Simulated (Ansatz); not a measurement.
**BaSi₃Pd: generalised stacking fault**

All numbers below come from DFT PBEsol, scalar-relativistic, plane waves, PAW in Ansatz 0.2.0. Cutoff 420 eV, Γ-centred 11×11×5 k-points, Gaussian smearing of 0.15 eV. No spin polarisation. Energies are free energies at this smearing, counted from the undisturbed cell; pressure is positive in compression.

The starting cell (relaxed at this level; it needn't be the usual structure):

```
Ba Si Pd
1.0
    -4.37333    0.00000    0.00000
     0.00000   -4.37333    0.00000
     0.00000    0.00000   10.07144
Ba Si Pd
2 6 2
Cartesian
  -2.1867 -2.1867 9.3390
  0.0000 0.0000 4.3033
  0.0000 0.0000 8.2400
  -2.1867 -2.1867 3.2042
  0.0000 -2.1867 6.8742
  -2.1867 0.0000 1.8384
  -2.1867 0.0000 6.8742
  0.0000 -2.1867 1.8384
  -2.1867 -2.1867 5.7679
  0.0000 0.0000 0.7322
```

The cut lies on the cell's a–b face, a (0 0 1) plane (indices in the standard cell, whose axes needn't be the Cartesian ones shown) of area 19.13 Å², between layers 1.46 Å apart. Vector c is tilted by f times 1·a + 0·b (length 4.373 Å) with the atoms' Cartesian places fixed: one unrelaxed fault a cell. The cell is metallic on the mesh throughout.

```csv
f,γ (mJ/m²)
0.0000,0
0.1000,247
0.2000,959
0.3000,1979
0.4000,2921
```

(1) Predict the shear traction, the slope of γ along the slip (GPa) at each point.

## Answers

(1)
```
     f shear traction, the slope of γ along the slip (GPa)
0.0000                                                  0.0
0.1000                                                 11.2
0.2000                                                 20.8
0.3000                                                 24.3
0.4000                                                 16.7
```

Cost: 5 runs of about 13 core-minutes in all, on Arm Neoverse V1 (shared hosts).